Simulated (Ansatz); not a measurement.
The calculation used DFT PBE, scalar-relativistic, plane waves, PAW (Ansatz 0.2.0). All cells share a 420 eV cutoff and Γ-centred k meshes spaced at most about 0.3 Å⁻¹ (about 0.25 or finer for metals, 2π included). No spin polarisation in the final relaxations.

Temperature and zero-point effects are left out.

Two forms of ZnCd3SO were relaxed alike.

A.

```
Zn Cd S O
1.0
     3.59978    0.00000    0.00000
     0.00000    3.59978    0.00000
     0.00000    0.00000   10.28242
Zn Cd S O
1 3 1 1
Direct
  0.50000 0.50000 0.00000
  0.50000 0.50000 0.25946
  0.50000 0.50000 0.74054
  0.00000 0.00000 0.00000
  0.50000 0.50000 0.50000
  0.00000 0.00000 0.50000
```

B.

```
Zn Cd S O
1.0
     6.08448    0.00000    0.00000
     0.00000    6.08448    0.00000
     0.00000    0.00000    4.21885
Zn Cd S O
1 3 1 1
Direct
  0.50000 0.50000 0.00000
  0.50000 0.00000 0.00000
  0.00000 0.50000 0.00000
  0.00000 0.00000 0.00000
  0.50000 0.50000 0.50000
  0.00000 0.00000 0.50000
```

Question: Which would you expect to be lower, and how large is the difference?

Answer: B is lower, by 0.40 eV/atom. A has space group P4/mmm (No. 123), 22.2 Å³/atom and no gap on its mesh; B has space group P4/mmm (No. 123), 26.0 Å³/atom and no gap. Counting O or S atoms around Cd and Zn (for each partner element, those within 1.25 times its shortest distance or 1.15 times the sum of covalent radii, where it is the nearest in units of that sum or under 1.3; a plus sign parts groups by distance over the sum of covalent radii; the shortest distance is added where it exceeds 1.18 times the sum of covalent radii; a slash parts the counts of unlike sites), A has Zn 2+8 from 5.1 Å, Cd 1/8 from 5.7 Å and B has Zn 2, Cd 2/4 from 3.7 Å. The lower one is the more open, so pressure narrows the difference. Even the lower one lies +0.05 eV/atom against the reference forms of the elements (uncorrected), a margin that errors in the energy of the gaseous reference can exceed. In A, Zn has 6 Cd at 2.55–2.67 Å; Cd on a site of symmetry 4mm has 1 S at 2.47 Å and 1 Zn at 2.67 Å; S is surrounded by 2 Cd at 2.47 Å and 4 O at 2.55 Å; around O lie 4 S at 2.55 Å (long against covalent radii, as for large ions); 1 more site not described. In B, Zn is surrounded by 2 S at 2.11 Å and 4 Cd at 3.04 Å; Cd on a site of symmetry mmm is surrounded by 2 Cd at 3.04 Å and 2 Zn at 3.04 Å; S is surrounded by 2 Zn at 2.11 Å; around O lie 2 Cd at 2.11 Å; 1 more site not described. Both come from invented guesses.

The zero gap of P4/mmm at 26.0 Å³/atom may come from the functional, which often closes small gaps, or the cell may be a true semimetal. A magnetic state wasn't ruled out in cells without spin, among them P4/mmm at 22.2 Å³/atom, P4/mmm at 26.0 Å³/atom. Cells relaxed within their symmetry can be saddle points.
